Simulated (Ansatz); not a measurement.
Relaxed-ion elastic tensor of AlP (zinc blende, F-43m) in GPa (Voigt order), PBEsol (plane waves, PAW; program Ansatz); density 2.35 g/cm³, 20.46 Å³ per atom.

```
 128  66.4  66.4   0.0   0.0   0.0
66.4   128  66.4   0.0   0.0   0.0
66.4  66.4   128   0.0   0.0   0.0
 0.0   0.0   0.0  59.5   0.0   0.0
 0.0   0.0   0.0   0.0  59.5   0.0
 0.0   0.0   0.0   0.0   0.0  59.5
```

**Question.** Is the crystal mechanically stable?

**Answer.** Yes: the smallest eigenvalue of C is 59.5 GPa.

**Question.** Work out the Voigt, Reuss and Hill averages.

**Answer.** K_V = 86.9, K_R = 86.9, K_H = 86.9; G_V = 48.0, G_R = 43.4, G_H = 45.7 GPa.

**Question.** Give Young's modulus, Poisson's ratio, Pugh's ratio and the universal anisotropy index.

**Answer.** E = 9KG/(3K + G) = 117 GPa; ν = 0.28; K/G = 1.90 (ductile by the Pugh limit of 1.75); A_U = 5G_V/G_R + K_V/K_R − 6 = 0.54.

**Question.** Estimate the sound speeds and the Debye temperature.

**Answer.** v_l = √((K + 4G/3)/ρ) = 7930 m/s, v_t = √(G/ρ) = 4410 m/s, mean 4910 m/s; Θ = (h/k)(3n/4πV)^(1/3) v_m = 534 K.

**Question.** Give the Zener ratio and Young's modulus along [100], [110] and [111].

**Answer.** A = 2C44/(C11 − C12) = 1.93; 1/E = S11 − 2(S11 − S12 − S44/2)Γ with Γ = 0, 1/4, 1/3 gives 82.8, 122, 145 GPa.

**Question.** Solve the Christoffel equation for the three sound speeds along [100], [110], [111].

**Answer.** Eigenvalues of C_ijkl n_j n_l equal ρv² (piezoelectric stiffening left out). In km/s, slowest first: [100] 5.03, 5.03, 7.38; [110] 3.62, 5.03, 8.16; [111] 4.14, 4.14, 8.41.

Symmetry was held in the PBEsol relaxation.

Potentials: the later of the program's two PAW sets.
